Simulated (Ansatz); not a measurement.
ZrSe in space group P-6m2 (No. 187; Zr on 1a, Se on 1d) under volume change, PBEsol in the plane-wave PAW code Ansatz, shape and atoms relaxed at each volume.

| V (Å³/atom) | E − E(relaxed) (meV/atom) | P (GPa) |
|---|---|---|
| 17.668 | 74.7 | 14.89 |
| 18.251 | 31.4 | 9.12 |
| 18.833 | 7.4 | 4.19 |
| 19.416 | 0.0 | 0.00 |
| 19.998 | 6.7 | -3.57 |
| 20.581 | 25.3 | -6.63 |
| 21.163 | 54.3 | -9.22 |

Task: What does a third-order Birch–Murnaghan fit give for V₀, B₀ and B′?

Result: V₀ = 19.42 Å³/atom, B₀ = 129 GPa, B′ = 4.3.

The first step of the workflow began from a Materials Project structure, measured or hypothetical; the Crystallography Open Database copy checked does not list it. Its standing as an ambient phase is unchecked. Symmetry was held in the PBEsol relaxation; its stability against distortions is not shown here. The run is not spin-polarised.

Potentials: the later of the program's two PAW sets.
